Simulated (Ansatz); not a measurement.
SiC (wurtzite, space group No. 186), PBEsol in the plane-wave PAW code Ansatz, all energies at zero smearing, with the estimated change up to a 700 eV cutoff added, with one set of potentials and settings (totals compare only within such a set). Cell of 4 atoms (2 Si, 2 C): -1737.412 eV.

| element | reference phase | E (eV/atom) |
|---|---|---|
| Si | Fd-3m, 2 atoms in the cell | -621.4920 |
| C | P6_3/mmc, 4 atoms in the cell | -246.6950 |

Formation energy per atom, worked out: (-1737.412 − 2×(-621.4920) − 2×(-246.6950))/4 = -0.259 eV/atom (-25 kJ per mol of atoms), at 0 K, without zero-point energy or fitted corrections.

Space group P6_3mc (wurtzite). The PBEsol relaxation kept the symmetry of its start. The references are the lowest solids computed at this level, not always the standard phases.

Potentials: the later of the program's two PAW sets.
